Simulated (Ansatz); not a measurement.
GaAs:
```xyz
4
Lattice="3.7426 0.0000 0.0000 -1.8713 3.2412 0.0000 0.0000 0.0000 6.3030" Properties=species:S:1:pos:R:3 pbc="T T T"
Ga     0.0000     0.0000     0.0000
Ga     0.0000     0.0000     3.1515
As     0.0000     2.1608     1.5757
As     1.8713     1.0804     4.7272
```

Relaxed with r²SCAN. Special points in fractions of this cell's reciprocal vectors: Γ (0.000, 0.000, 0.000); M (0.500, 0.000, 0.000); K (0.333, 0.333, 0.000); A (0.000, 0.000, 0.500); L (0.500, 0.000, 0.500); H (0.333, 0.333, 0.500).

Problem. List the band energies nearest the Fermi level at these points for plane-wave PAW r²SCAN (Ansatz code).

Solution. In eV from the Fermi level; about four levels below and three above (degenerate sets whole), none deeper than 8.9 eV; points with the same levels are listed once.

```json
[
 {"k": "Γ", "below": "-8.03 -0.14 -0.13 -0.13", "above": "0.11 0.40 0.40"},
 {"k": "M", "below": "-5.18 -4.60 -4.24 -2.58", "above": "0.24 1.42 1.90"},
 {"k": "K", "below": "-3.40 -3.40 -3.05 -3.05", "above": "5.74 6.77 6.77"},
 {"k": "A", "below": "-4.90 -4.90", "above": "0.19 0.19 0.19 0.19"},
 {"k": "L", "below": "-1.61 -1.61 -0.18 -0.18", "above": "3.96 3.96 6.73 6.73"},
 {"k": "H", "below": "-4.87 -4.87 -0.21 -0.21", "above": "0.95 0.95 2.82 2.82"}
]
```

Space group P6_3/mmc (NiAs type). The start of the workflow was typed in or built on a structure type; neither database checked (COD, Materials Project) lists it. It is not the phase usual at ambient conditions (space group No. 216). Symmetry was held in the r²SCAN relaxation; whether a distortion lowers the energy is not shown. Spin–orbit coupling is left out wherever it is not named.

Potentials: the later of the program's two PAW sets.
